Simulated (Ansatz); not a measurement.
# LiCd (Fd-3m), comparing deformations

Level of theory: DFT r2SCAN, scalar-relativistic, plane waves, PAW in Ansatz. The runs took a 500 eV cutoff, a Γ-centred 12×12×12 mesh and Gaussian smearing (0.15 eV). No spin polarisation. Energies are free energies at this smearing, counted from the undisturbed cell; pressure is positive in compression.

Reference structure (relaxed at this level; it needn't be the usual structure):

```
Li Cd
1.0
     0.00000    3.33575    3.33575
     3.33575    0.00000    3.33575
     3.33575    3.33575    0.00000
Li Cd
2 2
Direct
  0.25000 0.25000 0.25000
  0.00000 0.00000 0.00000
  0.75000 0.75000 0.75000
  0.50000 0.50000 0.50000
```

The cell is strained by ε times a Voigt pattern (xx, yy, zz, yz, xz, xy; engineering shear) with fractional coordinates fixed. τ = (1/V0) dE/dε comes from the stress tensor. Of each scan, only the three points used here are listed.

| pattern | ε | τ (GPa) |
| --- | --- | --- |
| (1, -1, 0, 0, 0, 0) | -0.0250 | -0.578 |
| (1, -1, 0, 0, 0, 0) | 0.0000 | 0.000 |
| (1, -1, 0, 0, 0, 0) | 0.0250 | 0.578 |
| (0, 1, 0, 0, 0, 0) | -0.0300 | -1.568 |
| (0, 1, 0, 0, 0, 0) | 0.0000 | 0.022 |
| (0, 1, 0, 0, 0, 0) | 0.0150 | 0.677 |

Task: Which constants do the scans give, and which deformation costs least for the same size of strain tensor?

Result: The slope dτ/dε at zero (parabola through three points) is pᵀCp: (1, -1, 0, 0, 0, 0) gives 2(C11 − C12) = 23.1 GPa; (0, 1, 0, 0, 0, 0) gives C11 = 47 GPa. The size of the strain tensor, ε:ε, is ε² times 2.0, 1.0. Per unit of it the stiffnesses are 11.6, 47 GPa, so (1, -1, 0, 0, 0, 0) is the softest of these: at ε:ε = (1 %)² the quadratic term costs 0.07 meV/atom against 0.27 for the stiffest. These are clamped-ion values.

Task: What else follows for this cubic crystal?

Result: From the unrounded slopes C11 = 46.8 and C12 = 35.2 GPa, so B = (C11 + 2 C12)/3 = 39 GPa and the Poisson ratio for a pull along a cube edge is C12/(C11 + C12) = 0.43.

In a metal these slopes depend on the k mesh and the smearing.

Cost: 13 runs of about 9.1 core-minutes in all, on Arm Neoverse V2 (shared hosts).